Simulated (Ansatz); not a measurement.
**Loss of H2O from H18C8N4O5**

These are results of DFT PBE+D3(BJ), scalar-relativistic, plane waves, PAW in Ansatz 0.2.0, not measurements.

Cutoff 420 eV; k points 4×4×2 on the computed 35-atom cell (Γ-centred); Gaussian smearing, width 0.02 eV; no spin polarisation for the host; each changed cell takes a mesh and smearing chosen by its own gap and starts from the host's moments or customary ones, or runs without spin. Cells and atoms are relaxed to the nearest stationary point that keeps the symmetry of their start (forces under 0.02 to 0.04 eV/Å, stress under 0.1 to 0.2 GPa); energies are at zero smearing, without zero-point or thermal terms.

Relaxed crystal, with 1 H2O in the cell:

```yaml
crystal:
  lattice:
    - [5.15975, -2.44378, 0.01674]
    - [5.15975, 2.44378, 0.01674]
    - [-0.18433, 0.00000, 11.50075]
  atoms:
    - { symbol: H, position: [0.75768, 0.33037, 0.76739] }
    - { symbol: H, position: [0.66963, 0.24232, 0.23261] }
    - { symbol: H, position: [0.92869, 0.03181, 0.60253] }
    - { symbol: H, position: [0.96819, 0.07131, 0.39747] }
    - { symbol: H, position: [0.08817, 0.17737, 0.94540] }
    - { symbol: H, position: [0.82263, 0.91183, 0.05460] }
    - { symbol: H, position: [0.38464, 0.92643, 0.86558] }
    - { symbol: H, position: [0.07357, 0.61536, 0.13442] }
    - { symbol: H, position: [0.16294, 0.30026, 0.82776] }
    - { symbol: H, position: [0.69974, 0.83706, 0.17224] }
    - { symbol: H, position: [0.43096, 0.83259, 0.52943] }
    - { symbol: H, position: [0.16741, 0.56904, 0.47057] }
    - { symbol: H, position: [0.54866, 0.85293, 0.67029] }
    - { symbol: H, position: [0.14707, 0.45134, 0.32971] }
    - { symbol: H, position: [0.25288, 0.19069, 0.59702] }
    - { symbol: H, position: [0.80931, 0.74712, 0.40298] }
    - { symbol: H, position: [0.63520, 0.48398, 0.04093] }
    - { symbol: H, position: [0.51602, 0.36480, 0.95907] }
    - { symbol: C, position: [0.91352, 0.89395, 0.82853] }
    - { symbol: C, position: [0.10605, 0.08648, 0.17147] }
    - { symbol: C, position: [0.97172, 0.10111, 0.77968] }
    - { symbol: C, position: [0.89889, 0.02828, 0.22032] }
    - { symbol: C, position: [0.11760, 0.94239, 0.66434] }
    - { symbol: C, position: [0.05761, 0.88240, 0.33566] }
    - { symbol: C, position: [0.35159, 0.95494, 0.61270] }
    - { symbol: C, position: [0.04506, 0.64841, 0.38730] }
    - { symbol: N, position: [0.07193, 0.63302, 0.77298] }
    - { symbol: N, position: [0.36698, 0.92807, 0.22702] }
    - { symbol: N, position: [0.16459, 0.12381, 0.85870] }
    - { symbol: N, position: [0.87619, 0.83541, 0.14130] }
    - { symbol: O, position: [0.25573, 0.62792, 0.68662] }
    - { symbol: O, position: [0.37208, 0.74427, 0.31338] }
    - { symbol: O, position: [0.72828, 0.97138, 0.91108] }
    - { symbol: O, position: [0.02862, 0.27172, 0.08892] }
    - { symbol: O, position: [0.44916, 0.55084, 0.00000] }
```

Cases: (1) atoms 17, 18, 35 removed.

Question: What does it cost to move each H2O into the gas, before and after the rest relaxes?

Answer:
| case | H2O removed | left | frozen (eV each) | relaxed (eV each) | relaxed (kJ/mol) | ΔV (%) | space group | gap (eV) |
| --- | --- | --- | --- | --- | --- | --- | --- | --- |
| 1 | 1 | H4C2NO | 0.90 | 0.79 | 76 | +2.3 | C2 | 3.71 |

The emptied cells are the nearest stationary points found and need not be the stable phases of those compositions.